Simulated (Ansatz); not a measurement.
Polymorphs of CaO, each relaxed with DFT-HSE06 in the program Ansatz with PAW potentials:

A: P6_3/mmc
a = 3.984 Å, b = 3.984 Å, c = 4.771 Å, α = 90.00°, β = 90.00°, γ = 120.00°

```
atom  site  symmetry       x       y       z
----  ----  --------  ------  ------  ------
Ca      2d      -6m2  0.6667  0.3333  0.2500
O       2c      -6m2  0.3333  0.6667  0.2500
```

B: rock salt (Fm-3m)
a = b = c = 4.7981 Å, α = β = γ = 90.00°

```
atom  site  symmetry       x       y       z
----  ----  --------  ------  ------  ------
Ca      4a      m-3m  0.0000  0.0000  0.0000
O       4b      m-3m  0.5000  0.5000  0.5000
```

Question: Order them by energy per atom at 0 K (lowest first) at the level HSE06.

Answer: B (+0 meV/atom), A (+80 meV/atom)

Question: Give each one's gap.

Answer: A 4.57 eV; B 5.31 eV.

Not the usual ambient phase: A. All cells were relaxed under the symmetry of their starts (and spin orders); stability against distortions was not tested throughout.

Potentials: the later of the program's two PAW sets.
